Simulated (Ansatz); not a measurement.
**AlHSO5: a run for the field gradients**

```yaml
crystal:
  lattice:
    - [3.5786148068, -3.627452, 0.0]
    - [3.5786148068, 3.627452, 0.0]
    - [-3.4299736061, 0.0, 6.1884323666]
  atoms:
    - { symbol: Al, position: [0.5, 0.5, 0.0] }
    - { symbol: Al, position: [0.5, 0.5, 0.5] }
    - { symbol: H, position: [0.7194, 0.2806, 0.25] }
    - { symbol: H, position: [0.2806, 0.7194, 0.75] }
    - { symbol: S, position: [0.130877, 0.869123, 0.25] }
    - { symbol: S, position: [0.869123, 0.130877, 0.75] }
    - { symbol: O, position: [0.195343, 0.179276, 0.349544] }
    - { symbol: O, position: [0.820724, 0.804657, 0.150456] }
    - { symbol: O, position: [0.804657, 0.820724, 0.650456] }
    - { symbol: O, position: [0.179276, 0.195343, 0.849544] }
    - { symbol: O, position: [0.258498, 0.76055, 0.083357] }
    - { symbol: O, position: [0.23945, 0.741502, 0.416643] }
    - { symbol: O, position: [0.741502, 0.23945, 0.916643] }
    - { symbol: O, position: [0.76055, 0.258498, 0.583357] }
    - { symbol: O, position: [0.584783, 0.415217, 0.25] }
    - { symbol: O, position: [0.415217, 0.584783, 0.75] }
kpoints:
  mp_grid: { grid: [5, 5, 4] }
scf:
  occupations: { method: fermi_dirac, width: 0.02 }
  max_iter: 75
hamiltonian:
  xc: pbe
  pseudopotentials: { kind: paw }
output:
  forces: true
  stress: true
  populations: true
  efg:
    quadrupole_moments_barn: { Al: 0.1466, H: 0.00285783, S: -0.0694, O: -0.02558 }
    contact_densities: true
basis:
  ecutrho_ratio: 0
```

```sh
ansatz run input.yaml --threads 1 --pin off --max-ram 2560MiB --backend cpu --events-out ev --progress --plain --runs-dir out
```

(1) What happens when this input is run?

Results:

(1) The program refused the input. The input holds a density cutoff far too low. The program says:

```
Error: invalid value for `basis.ecutrho_ratio`: must be in [1, 1024]; got 0
```

Against a sound input the change was `basis.ecutrho_ratio`: not typed → 0; `scf.max_iter`: not typed → 75.

With the sound settings the run converges and gives V_zz (10²¹ V/m²) Al -3.02 (η 0.36), H 3.94 (η 0.11), S -1.29 (η 0.96), O7 14.88 (η 0.11), O11 14.71 (η 0.09), O15 -12.55 (η 0.86); a site carries the number of its first atom in the input. The largest force is 0.3 eV/Å, so the atoms aren't at the calculated equilibrium and relaxing them would move these values.
